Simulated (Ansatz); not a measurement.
Computed with Ansatz 0.2.0, DFT PBE, scalar-relativistic, plane waves, PAW. Cutoff 420 eV, Γ-centred meshes of about 0.25 Å⁻¹ or finer for metals and 0.3 Å⁻¹ for insulators (2π included), Gaussian smearing. No spin polarisation.

This relaxed KC cell comes from a structure search over trial cells.

```
CELL_PARAMETERS angstrom
3.02773 -3.80908 0.00000
3.02773 3.80908 0.00000
0.00000 0.00000 3.81366
ATOMIC_POSITIONS crystal
K 0.70727 0.29273 0.00000
K 0.29273 0.70727 0.00000
C 0.89533 0.89533 0.50000
C 0.10467 0.10467 0.50000
```

Wave vectors count in units of this cell's reciprocal vectors.

Problem. Does it survive phonon and random-displacement tests?

Solution. No. The phonons on a 2×2×2 q mesh of the computed 4-atom cell go imaginary, to 68i cm⁻¹ at q = (-0.50, -0.50, 0.00). With atoms moved at random and symmetry off, it falls by 164 meV/atom into Immm (No. 71). Conventional cell: a = 4.799 Å, b = 6.060 Å, c = 7.372 Å. Around K lie 6 C at 3.02–3.10 Å; C has 1 C at 1.27 Å and 6 K at 3.02–3.10 Å.

```xyz
4
Lattice="-2.3997 3.0298 3.6861 2.3997 -3.0298 3.6861 2.3997 3.0298 -3.6861" Properties=species:S:1:pos:R:3 pbc="T T T"
K     0.0000    0.0000    1.8522
K     0.0000    0.0000    5.5199
C     2.3997    0.6330    0.0000
C     0.0000    2.3969    3.6861
```

